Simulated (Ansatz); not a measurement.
## K2TiI6O18 — I-127 nuclear quadrupole resonance

Cell: a refined structure from the COD whose atoms were relaxed with PBE, the cell held.

```xyz
27
Lattice="5.6351 3.2535 3.7838 -5.6351 3.2535 3.7838 0.0000 -6.5069 3.7838" Properties=species:S:1:pos:R:3 pbc="T T T"
K     0.0000    0.0000    1.9966
K     0.0000    0.0000    9.3548
Ti    0.0000    0.0000    5.6757
I     3.2969    0.5125    4.4233
I    -2.0923    2.5989    4.4233
I    -1.2046   -3.1114    4.4233
I    -3.2969   -0.5125    6.9281
I     2.0923   -2.5989    6.9281
I     1.2046    3.1114    6.9281
O     1.4055    0.6465    4.4724
O    -1.2627    0.8939    4.4724
O    -0.1428   -1.5405    4.4724
O    -1.4055   -0.6465    6.8790
O     1.2627   -0.8939    6.8790
O     0.1428    1.5405    6.8790
O     3.5135    1.4064    6.0129
O    -2.9748    2.3396    6.0129
O    -0.5388   -3.7460    6.0129
O    -3.5135   -1.4064    5.3385
O     2.9748   -2.3396    5.3385
O     0.5388    3.7460    5.3385
O     3.4719    1.8851    3.2238
O    -3.3685    2.0642    3.2238
O    -0.1034   -3.9493    3.2238
O    -3.4719   -1.8851    8.1276
O     3.3685   -2.0642    8.1276
O     0.1034    3.9493    8.1276
```

Atom numbers follow the list; atoms alike are taken as one site, whose name carries the number of the first.

All values are calculated (Ansatz; DFT, PBE, plane waves and PAW, scalar-relativistic, 420 eV cutoff, Γ-centred 3×3×3 k-points, Fermi–Dirac smearing 0.02 eV), not measured.

I-127: I = 5/2, Q = -688.2 mb (year-2017 value). Static lattice, zero field.

Problem. The simulated lines lie at 142.7, 252.9 MHz. What are |C_Q|, η and |V_zz| at I?

Solution. For I = 5/2 and η = 0 the lines are 3|C_Q|/20 and twice that; η pulls their ratio below 2. Here |C_Q| = 860 MHz, η = 0.32 and |V_zz| = 51.7 × 10²¹ V/m². The calculation gives V_zz negative; the lines don't show the sign. The site has 3 O at 1.83–1.90 Å; also 1 O at 2.45 Å.

At I V_zz stands upright on the plane through its three neighbours (within 11°).

Without spin–orbit coupling the gradients at and beside I can be off by some per cent, at some sites by more.

The relaxation (5 steps) took 2.4 min of wall time (2.4 min of CPU time) and 0.91 GiB at its peak, on 1 thread of Arm Neoverse V1 (aarch64; 8 cores open to the job, memory cap 3.0 GiB, no GPU), a shared host with a load of 0.7 a core.
